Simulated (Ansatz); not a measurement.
Relaxed BN (wurtzite):

```xyz
8
Lattice="5.1091 0.0000 0.0000 -1.2773 2.2123 0.0000 2.5545 0.0000 4.2246" Properties=species:S:1:pos:R:3 pbc="T T T"
B      6.3863     0.7374     4.2242
B      3.8318     0.7374     4.2242
B      5.1091     1.4749     2.1119
B      2.5545     1.4749     2.1119
N      1.2773     0.7374     2.6416
N      3.8318     0.7374     2.6416
N      0.0000     1.4749     0.5293
N      2.5545     1.4749     0.5293
```

The atoms are displaced by Q × the pattern below (from a DFPT mode at L = (0.5, 0.0, 0.5), largest move 1; Q in Å), at fixed cell. It is one choice among 2 degenerate patterns. (q is in reciprocal vectors of the primitive cell; the cell shown is doubled to hold the pattern.)

```
atom       x       y       z
----  ------  ------  ------
B1     0.061   0.035  -0.343
B2    -0.061  -0.035   0.343
B3    -0.583  -0.337   0.740
B4     0.583   0.337  -0.740
N5    -0.429  -0.248   0.448
N6     0.429   0.248  -0.448
N7    -0.244  -0.141  -0.569
N8     0.244   0.141   0.569
```

The numbers are results of PBE (plane waves to 420 eV, PAW, scalar-relativistic; Ansatz, a program for electronic structure), not measurements. k mesh 15×15×15 (Γ-centred), Fermi-Dirac smearing 0.05 eV. Energies are smeared free energies. BN was relaxed with its symmetry unable to fall. ΔE is measured from the undisplaced structure.

| Q (Å) | ΔE (meV/cell) |
|---|---|
| -0.2800 | withheld |
| -0.2333 | 4399 |
| -0.1867 | 2665 |
| -0.1400 | 1435 |
| -0.0933 | 618 |
| -0.0467 | 152 |
| 0.0000 | 0 |
| 0.0467 | 152 |
| 0.0933 | 618 |
| 0.1400 | 1435 |
| 0.1867 | 2665 |
| 0.2333 | 4399 |
| 0.2800 | withheld |

Q: Fit an even polynomial form (powers 2, 4) to the given rows and predict ΔE at Q = -0.2800.

A: Least squares on the 11 given rows: ΔE = (68870)·Q² + (219300)·Q⁴, in meV/cell with Q in Å; root-mean-square residual 1.3 meV/cell. At -0.2800 the fit gives 6747 meV/cell; the calculation gives 6765 meV/cell, so the extrapolation is off by -18 (-0.3 %). The quadratic term alone would give 5399 meV/cell.

(A displaced cell: forces are minus the slopes of the energy, force constants its curvatures, and phonons follow from these.)
